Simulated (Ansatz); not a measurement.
System: Ir (fcc type), 1 atom in the cell.

```yaml
crystal:
  lattice:
    - [0.00000, 1.93540, 1.93540]
    - [1.93540, 0.00000, 1.93540]
    - [1.93540, 1.93540, 0.00000]
  atoms:
    - { symbol: Ir, position: [0.00000, 0.00000, 0.00000] }
```
Lattice in Å, positions in fractions of it.

Code and potentials: Ansatz all-electron LAPW. Settings of the plain PBE run: k-mesh 4×4×4 Γ-centred; Fermi–Dirac smearing of 0.15 eV; no spin polarisation; no spin–orbit coupling.

Plain PBE gives:

* Pressure: -9.01 GPa

What changes under PBE with spin–orbit coupling?

The pressure increases by 0.22 GPa to -8.79 GPa.

The k-mesh is coarse, so these values belong to this mesh and can lie far from the converged ones.
